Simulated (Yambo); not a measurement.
Convergence of the G0W0 gap of MgS

G0W0@LDA for MgS (wurtzite, space group P6_3mc, No. 186) in Yambo. Reference settings: 6×6×2 Γ-centred k mesh, bands 9 to 166 and a 8 Ry block in the screening, 166 bands in G with the Bruneval-Gonze terminator, plasmon pole fitted at 27.2 eV. The LDA gap Γ → Γ on this mesh is 3.33 eV; G0W0 gaps are taken between the same points.

```
change from the reference       G0W0 gap Γ → Γ (eV)  shift of the valence edge (eV)        rough Yambo cost
------------------------------  -------------------  ------------------------------  ----------------------
reference settings                             5.29                           -1.25                       1
61 bands in W, 61 bands in G                   5.23                           -1.02               about 1/3
106 bands in W, 106 bands in G                 5.27                           -1.17  within a factor of two
61 bands in G                                  5.29                           -1.21                       –
106 bands in G                                 5.29                           -1.24                       –
75 bands in W                                  5.25                           -1.12               about 1/2
1 Ry block                                     5.18                           -0.73  within a factor of two
3 Ry block                                     4.98                           -0.90  within a factor of two
7 Ry block                                     5.28                           -1.22  within a factor of two
pole fitted at 15 eV                           5.26                           -1.17                       –
no random integration                          5.29                           -1.22                       –
3×3×2 mesh                                     5.26                           -1.19               about 1/7
61 bands in G, no terminator                   5.14                           -0.83                       –
106 bands in G, no terminator                  5.21                           -1.06                       –
no terminator                                  5.26                           -1.17                       –
```

The reference isn't shown to be the converged limit. Costs are rough (shared machines), scaled to the same edge states, and given only for runs that recompute the screening.

Geometry relaxed with LDA; primitive cell a = b = 3.9884 Å, c = 6.3568 Å, α = β = 90.00°, γ = 120.00°.

This is not the ordinary phase of the substance; no match was found in the copy of COD used, and its stability was not checked.

A shift is the quasiparticle energy of the state minus its LDA energy.
